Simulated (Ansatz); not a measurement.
The calculation used Ansatz, DFT PBEsol, scalar-relativistic, plane waves, PAW.

Structure of Ni₅Ge₃:

```
CELL_PARAMETERS angstrom
5.34345 -3.32764 0.00148
5.34345 3.32764 0.00148
-3.22866 0.00000 5.39119
ATOMIC_POSITIONS crystal
Ni 0.32861 0.81993 0.14837
Ni 0.18007 0.67139 0.35163
Ni 0.67139 0.18007 0.85163
Ni 0.81993 0.32861 0.64837
Ni 0.00000 0.50000 0.50000
Ni 0.50000 0.00000 0.00000
Ni 0.25987 0.08703 0.58566
Ni 0.91297 0.74013 0.91434
Ni 0.74013 0.91297 0.41434
Ni 0.08703 0.25987 0.08566
Ge 0.10619 0.89381 0.75000
Ge 0.89381 0.10619 0.25000
Ge 0.41596 0.28547 0.45276
Ge 0.71453 0.58404 0.04724
Ge 0.58404 0.71453 0.54724
Ge 0.28547 0.41596 0.95276
```

Plane waves to 420 eV, a k mesh through Γ of 8×8×8 on the computed 16-atom cell and Gaussian smearing (0.10 eV); no spin polarisation.

Levels along Γ–C | C2–Y2–Γ–M2–D | D2–A–Γ | L2–Γ–V2, in eV from the Fermi level, sorted by energy at each point. Points in fractions of the primitive reciprocal vectors: Γ (0.000 0.000 0.000), C (-0.382 0.382 0.000), C2 (-0.618 -0.382 0.000), Y2 (-0.500 -0.500 0.000), M2 (-0.500 -0.500 0.500), D (-0.733 -0.267 0.500), D2 (-0.267 0.267 0.500), A (0.000 0.000 0.500), L2 (-0.500 0.000 0.500), V2 (-0.500 0.000 0.000).
```csv
point,"k (1/Å, with 2π)",band 129,band 130,band 131,band 132,band 133,band 134,band 135
Γ,0.000,-0.87,-0.63,-0.27,-0.25,-0.14,-0.10,0.12
-,0.144,-0.83,-0.64,-0.30,-0.26,0.05,0.05,0.09
-,0.288,-0.66,-0.62,-0.26,-0.23,0.02,0.36,0.52
-,0.432,-0.57,-0.51,-0.25,-0.10,-0.05,0.00,0.40
-,0.577,-0.58,-0.55,-0.46,-0.27,-0.01,0.28,0.35
C,0.721,-0.58,-0.44,-0.39,-0.19,0.11,0.25,0.53
C2,0.721,-0.58,-0.44,-0.39,-0.19,0.11,0.25,0.53
-,0.765,-0.61,-0.43,-0.31,-0.06,0.16,0.22,0.47
-,0.810,-0.65,-0.39,-0.23,0.07,0.08,0.33,0.39
-,0.855,-0.70,-0.33,-0.13,-0.02,0.20,0.31,0.47
-,0.899,-0.74,-0.27,-0.11,-0.04,0.16,0.40,0.63
Y2,0.944,-0.78,-0.20,-0.19,0.04,0.08,0.48,0.64
-,1.081,-0.65,-0.34,-0.22,0.13,0.28,0.31,0.33
-,1.218,-0.61,-0.48,-0.25,-0.08,-0.01,0.27,0.81
-,1.355,-0.74,-0.59,-0.26,-0.18,-0.14,0.18,0.71
-,1.492,-0.84,-0.63,-0.27,-0.25,-0.12,0.10,0.13
Γ,1.629,-0.87,-0.63,-0.27,-0.25,-0.14,-0.10,0.12
-,1.756,-0.88,-0.64,-0.28,-0.27,-0.06,-0.03,0.17
-,1.882,-0.91,-0.66,-0.27,-0.26,0.16,0.18,0.36
-,2.008,-0.91,-0.69,-0.22,-0.21,0.44,0.44,0.72
-,2.135,-0.86,-0.74,-0.09,-0.09,0.38,0.40,1.06
M2,2.261,-0.80,-0.80,0.07,0.07,0.17,0.17,1.54
-,2.349,-0.80,-0.80,-0.04,-0.04,0.33,0.33,1.53
-,2.437,-0.81,-0.81,-0.14,-0.14,0.58,0.58,1.50
-,2.525,-0.81,-0.81,-0.22,-0.22,0.81,0.81,1.42
-,2.613,-0.78,-0.78,-0.28,-0.28,0.71,0.71,1.24
D,2.701,-0.69,-0.69,-0.31,-0.31,0.35,0.35,1.14
D2,2.701,-0.69,-0.69,-0.31,-0.31,0.35,0.35,1.14
-,2.802,-0.57,-0.57,-0.28,-0.28,0.00,0.00,1.04
-,2.903,-0.60,-0.60,-0.20,-0.20,-0.09,-0.09,0.99
-,3.004,-0.68,-0.68,-0.12,-0.12,-0.01,-0.01,0.99
-,3.104,-0.68,-0.68,-0.13,-0.13,0.10,0.10,0.96
A,3.205,-0.66,-0.66,-0.15,-0.15,0.16,0.16,0.93
-,3.321,-0.77,-0.61,-0.01,0.04,0.14,0.18,0.50
-,3.438,-0.78,-0.62,0.03,0.04,0.09,0.27,0.34
-,3.554,-0.79,-0.62,-0.23,-0.12,0.09,0.11,0.21
-,3.671,-0.84,-0.62,-0.29,-0.22,-0.07,0.00,0.11
Γ,3.788,-0.87,-0.63,-0.27,-0.25,-0.14,-0.10,0.12
L2,3.788,-0.71,-0.42,-0.41,0.25,0.27,0.41,0.70
-,3.925,-0.70,-0.47,-0.38,0.15,0.29,0.36,0.46
-,4.063,-0.69,-0.58,-0.38,-0.09,0.02,0.32,0.80
-,4.201,-0.80,-0.64,-0.33,-0.20,-0.11,0.18,0.78
-,4.339,-0.86,-0.64,-0.29,-0.25,-0.13,0.13,0.14
Γ,4.476,-0.87,-0.63,-0.27,-0.25,-0.14,-0.10,0.12
-,4.593,-0.85,-0.64,-0.29,-0.23,-0.04,-0.01,0.11
-,4.710,-0.79,-0.64,-0.22,-0.13,0.08,0.17,0.24
-,4.827,-0.76,-0.61,-0.01,0.03,0.09,0.40,0.45
-,4.943,-0.77,-0.53,-0.05,0.01,0.13,0.24,0.55
V2,5.060,-0.71,-0.45,-0.26,-0.17,0.15,0.17,0.86
```

A ferromagnetic start lost its moments in a first run, so spin was left out; other magnetic orders weren't tried.

Cost: 1 run of about 19 core-minutes, on Oxide Virtual Turin-like Processor (Zen 5) (shared hosts).